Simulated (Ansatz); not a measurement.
Starting cell, BN (wurtzite):

```
BN
1.0
    5.10906     0.00000     0.00000
   -1.27726     2.21229     0.00000
    2.55453     0.00000     4.22457
B N
4 4
Direct
  0.83338   0.33333   0.99991
  0.33338   0.33333   0.99991
  0.91671   0.66667   0.49991
  0.41671   0.66667   0.49991
  0.02069   0.33333   0.62529
  0.52069   0.33333   0.62529
  0.10402   0.66667   0.12529
  0.60402   0.66667   0.12529
```

A phonon eigenvector at L = (0.5, 0.0, 0.5) is frozen into this cell: atom i moves by Q times the vector below, so Q is the largest atomic displacement, in Å. The cell is held. It is one choice among 2 degenerate patterns. (q is in reciprocal vectors of the primitive cell; the cell shown is doubled to hold the pattern.)

```json
[
 {"atom": "B1", "x": "0.113", "y": "0.065", "z": "0.080"},
 {"atom": "B2", "x": "-0.113", "y": "-0.065", "z": "-0.080"},
 {"atom": "B3", "x": "0.003", "y": "0.002", "z": "0.498"},
 {"atom": "B4", "x": "-0.003", "y": "-0.002", "z": "-0.498"},
 {"atom": "N5", "x": "-0.469", "y": "-0.271", "z": "-0.653"},
 {"atom": "N6", "x": "0.469", "y": "0.271", "z": "0.653"},
 {"atom": "N7", "x": "0.864", "y": "0.499", "z": "-0.066"},
 {"atom": "N8", "x": "-0.864", "y": "-0.499", "z": "0.066"}
]
```

All values below come from PBE (plane waves to 420 eV, PAW, scalar-relativistic; Ansatz, a quantum-chemistry and plane-wave program). k mesh 15×15×15 (Γ-centred), Fermi-Dirac smearing 0.05 eV. The energy includes the smearing's −TS. BN was relaxed with its symmetry unable to fall. The zero of ΔE is the undisplaced structure.

Question: What ΔE (meV/cell) and −dE/dQ from forces (eV/Å) does the calculation give at Q (Å) = -0.067, 0.017, 0.033, 0.067, 0.083?

Answer: 
```
Q (Å)   ΔE (meV/cell)  −dE/dQ from forces (eV/Å)
------  -------------  -------------------------
-0.067            436                     13.059
0.017              27                     -3.278
0.033             109                     -6.548
0.067             436                    -13.059
0.083             681                    -16.285
```

(A displaced cell: forces are minus the slopes of the energy, force constants its curvatures, and phonons follow from these.)
